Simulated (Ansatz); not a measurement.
TiO$_{2}$:
```
TiO2
1.0
    4.80445     0.00000     0.00000
    0.00000     4.86676     0.00000
   -0.86515     0.00000     4.96648
Ti O
4 8
Direct
  0.27700   0.44548   0.71460
  0.72300   0.55452   0.28540
  0.72300   0.94548   0.78540
  0.27700   0.05452   0.21460
  0.44635   0.74204   0.96328
  0.55365   0.25796   0.03672
  0.55365   0.24204   0.53672
  0.44635   0.75796   0.46328
  0.06348   0.32225   0.35236
  0.93652   0.67775   0.64764
  0.93652   0.82225   0.14764
  0.06348   0.17775   0.85236
```

Relaxed with r²SCAN. Independent-particle spectrum: no excitons, no local fields, no scissors shift; 0.1 eV broadening; ε₁ of the summed bands alone.

Task: Tabulate the dielectric function from the program Ansatz at the r²SCAN level (PAW).

Result: 

| E (eV) | ε₁ xx | ε₂ xx | ε₁ yy | ε₂ yy | ε₁ zz | ε₂ zz |
|---|---|---|---|---|---|---|
| 0.0 | 6.78 | 0.00 | 6.90 | 0.00 | 6.15 | 0.00 |
| 0.5 | 6.83 | 0.00 | 6.95 | 0.00 | 6.19 | 0.00 |
| 1.0 | 6.99 | 0.00 | 7.12 | 0.00 | 6.31 | 0.00 |
| 1.5 | 7.29 | 0.00 | 7.45 | 0.00 | 6.53 | 0.00 |
| 2.0 | 7.81 | 0.00 | 8.01 | 0.00 | 6.89 | 0.00 |
| 2.5 | 8.82 | 0.00 | 9.13 | 0.00 | 7.48 | 0.00 |
| 3.0 | 10.98 | 2.00 | 11.03 | 2.08 | 8.70 | 0.27 |
| 3.5 | 11.04 | 4.31 | 11.72 | 4.64 | 10.82 | 1.14 |
| 4.0 | 8.36 | 5.50 | 9.66 | 6.95 | 10.84 | 6.25 |
| 4.5 | 8.21 | 7.53 | 6.73 | 7.91 | 7.43 | 7.23 |
| 5.0 | 7.63 | 7.91 | 6.78 | 7.95 | 6.70 | 6.69 |
| 5.5 | 4.51 | 10.91 | 4.08 | 9.14 | 6.37 | 7.44 |
| 6.0 | 2.01 | 8.39 | 4.21 | 7.76 | 4.81 | 7.85 |
| 6.5 | 3.68 | 8.31 | 4.48 | 9.35 | 5.92 | 9.32 |
| 7.0 | 1.28 | 9.35 | 0.80 | 10.81 | 0.09 | 11.05 |
| 7.5 | -1.34 | 8.72 | -3.23 | 8.92 | -1.81 | 8.55 |
| 8.0 | -2.12 | 6.76 | -3.52 | 5.66 | -2.43 | 7.17 |
| 8.5 | -2.78 | 5.00 | -2.86 | 4.10 | -3.20 | 5.32 |
| 9.0 | -3.33 | 3.79 | -2.40 | 3.29 | -2.96 | 4.27 |
| 9.5 | -2.50 | 2.63 | -1.90 | 2.67 | -3.20 | 2.63 |
| 10.0 | -2.20 | 2.35 | -2.04 | 2.29 | -2.26 | 1.75 |
| 10.5 | -1.83 | 1.22 | -1.52 | 1.37 | -1.61 | 1.07 |
| 11.0 | -1.08 | 1.00 | -1.13 | 1.21 | -1.02 | 0.90 |
| 11.5 | -0.79 | 0.86 | -0.72 | 0.85 | -0.65 | 0.87 |
| 12.0 | -0.41 | 0.67 | -0.26 | 0.79 | -0.29 | 0.78 |

Task: From ε at 3.8 eV (xx: 9.42 + 6.59i), find n, k, the normal reflectivity and the absorption coefficient.

Result: n = 3.23, k = 1.020, R = 32 %, α = 2kE/ħc = 390000 cm⁻¹.

With all bands, ε∞ without local fields is 7.10 (xx), 7.25 (yy), 6.51 (zz). DFPT, with local fields, gives 6.96 (xx), 7.19 (yy), 6.51 (zz).

Space group P2_1/c. The workflow started from a Materials Project entry (that database holds measured and hypothetical structures alike); the Crystallography Open Database files this formula in space group No. 14, but the cells were not matched. It is not the phase usual at ambient conditions (space group No. 61, 136, 141). The cell was relaxed with r²SCAN under the symmetry of its start; of distortions, only those at the zone centre were tested. No spin polarisation was allowed.

Potentials: the earlier of the program's two PAW sets.
